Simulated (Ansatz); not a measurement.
TiO2 (space group P2_1/c)

```
CELL_PARAMETERS angstrom
      4.78032     0.00000     0.00000
      0.00000     4.86143     0.00000
     -0.87340     0.00000     4.92531
ATOMIC_POSITIONS crystal
  Ti 0.27862 0.44504 0.71356
  Ti 0.72138 0.55496 0.28644
  Ti 0.72138 0.94504 0.78644
  Ti 0.27862 0.05496 0.21356
  O  0.44378 0.74138 0.96950
  O  0.55622 0.25862 0.03050
  O  0.55622 0.24138 0.53050
  O  0.44378 0.75862 0.46950
  O  0.06522 0.32791 0.34661
  O  0.93478 0.67209 0.65339
  O  0.93478 0.82791 0.15339
  O  0.06522 0.17209 0.84661
```

The slice is a (001) plane (indices of the conventional cell) through the point (0.721, 0.555, 0.286) (fractional), spanned by u = [100] and v = [010] in vectors of this cell: u (4.78 Å) and v (4.86 Å, at 90° to u). It covers one period; positions are fractions (u, v).

These are PBEsol (plane waves to 420 eV, PAW, scalar-relativistic; Ansatz, a quantum-chemistry and plane-wave program) values and carry that method's errors. k mesh 6×6×6. Near the nuclei the fields are pseudised (PAW); where an atom keeps semicore shells as valence, they peak there. This is one of several known forms of TiO2; the measured ambient cells at hand have space group No. 60 or 61 or 136 or 141. TiO2 is run without spin polarisation. TiO2 was relaxed with its symmetry unable to fall.

Question: Sketch the electrostatic potential energy of an electron, from the cell's mean on this plane as a map.

Answer: 
```
|xxxxx  .=*#%%@@@%%#*-   xxxx|
|xxxxx  .-=+##%@@%%#*=   xxxx|
|xxxx   xxxxxx#%%%##*=:   xxx|
|xxx   xxxxxxx+*###**+-    xx|
|      xxxxxxxx+****++=:     |
|    .xxxxxxxxx==++++++=-.   |
|.:-==-xxxxxxxx:::::-==+==-:.|
|++****xxxxxxxx      :==+++++|
|###%##xxxxxxx        :=+***#|
|%%%@@%#=xxxx   xx     :=*##%|
|@@@@@@%*+-    xxxxx   .=*#%%|
|@@@@@@%#+-   xxxxxxx   -+#%%|
|@@@@@@@#*-  xxxxxxxxx  :+*#%|
|@@@@@@@#*:  xxxxxxxxx  .=*#%|
|@@@@@@%#+:  xxxxxxxxx  .=*#%|
|%@@@@%#*+-   xxxxxxx   :=*#%|
|%%%%%#**+-.   xxxxx    -+*##|
|#%%##*xx=-:    xx     :=+**#|
|****+xxxx--:         .-=++**|
|=+++xxxxxx==-:      .-==+===|
|..:-:xxxxx+*++=-:::--===-:..|
|    .xxxx+*###**+=====--.   |
|      .-+*#%%%%##*++==:     |
|xxx   .-+#%@@@@%%#*+=-.   xx|
|xxxx   -*#%@@@@@%%#*=:   xxx|
|xxxxx  :+#%@@@@@@%#*=.  xxxx|
|xxxxx  .+#%@@@@@@%#*=   xxxx|
|xxxxx  .=#%@@@@@@%#*-   xxxx|
```
Scale: ten equal steps from 3.00 (start of ' ') to 11.50 (end of '@'), in the order ' .:-=+*#%@'. Values: electrostatic potential energy of an electron, from the cell's mean, in eV. The map has 28 points along u (one character each, u = 0 at the left) and 28 along v (v = 0 in the bottom row). Points within 0.8 Å of a nucleus are blanked (x), as the pseudised field means little there. Values under 3 eV are set to 3. The zero, the cell's mean, hangs on the PAW cores.
